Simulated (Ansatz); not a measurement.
**Surface calculation: fcc Rh (110), 7 layers**

The slab is cut from the fcc crystal, the stable phase, as relaxed on PAW files (13.51 Å³/atom), with 16 Å of vacuum and a dipole correction:

```
Rh
1.0
     2.67347    0.00000    0.00000
     0.00000    3.78086    0.00000
     0.00000    0.00000   24.02040
Rh
7
Direct
  0.00000 0.00000 0.33305
  0.50000 0.50000 0.38870
  0.00000 0.00000 0.44435
  0.50000 0.50000 0.50000
  0.00000 0.00000 0.55565
  0.50000 0.50000 0.61130
  0.00000 0.00000 0.66695
```

Computed with Ansatz 0.2.0; functional PBEsol, scalar-relativistic. Settings: a Γ-centred 14×10×1 k mesh, Fermi–Dirac smearing of 0.08 eV, no spin polarisation. Methods: LAPW: all electrons, basis error target 1 meV/atom; PAW: frozen-core files, cutoff 420 eV.

The bulk energy comes from a cell in the slab's orientation on a 14×10×14 mesh. The surface energy is (E(slab) − N·E(bulk))/2A at zero smearing, the mean of both faces; thin slabs carry quantum-size effects.

The PAW files were made under PBE.

Task: As cut, the LAPW slab lies 3.795 eV above 7 atoms of bulk. What surface energy is that?

Result: Over two faces of 10.11 Å² it is 187.7 meV/Å², and times 16.02 J/m² per eV/Å² that gives γ = 3.007 J/m².

```json
{"method": "LAPW", "γ as cut (J/m²)": "3.007", "γ relaxed (J/m²)": "2.896", "Φ as cut (eV)": "4.80", "Φ relaxed (eV)": "4.83"}
{"method": "PAW", "γ as cut (J/m²)": "3.005", "γ relaxed (J/m²)": "2.894", "Φ as cut (eV)": "4.80", "Φ relaxed (eV)": "4.82"}
```

Task: How do the spacings between the planes relax (positions relaxed on PAW files)?

Result: From the bottom face up: d12 -10.7 % of 1.337 Å, d23 +3.7 % of 1.337 Å, d34 -1.7 % of 1.337 Å, d45 -1.7 % of 1.337 Å, d56 +3.7 % of 1.337 Å, d67 -10.7 % of 1.337 Å.

Task: What changes if the vacuum is set to 9 Å?

Result: LAPW then gives: no gap, work function 4.83 eV; PAW: no gap, work function 4.82 eV. The program warns that the vacuum is too thin.

Task: A 3d core hole is made on one atom of each kind in every 1×1 cell (PAW hole dataset, neutral cell, valence without spin). What does it cost by layer?

Result: layer 1 306.07 eV, layer 2 306.78 eV, layer 3 306.81 eV, layer 4 306.71 eV. Shifts between layers mean more than the absolute values, and a whole layer of holes screens otherwise than one hole.
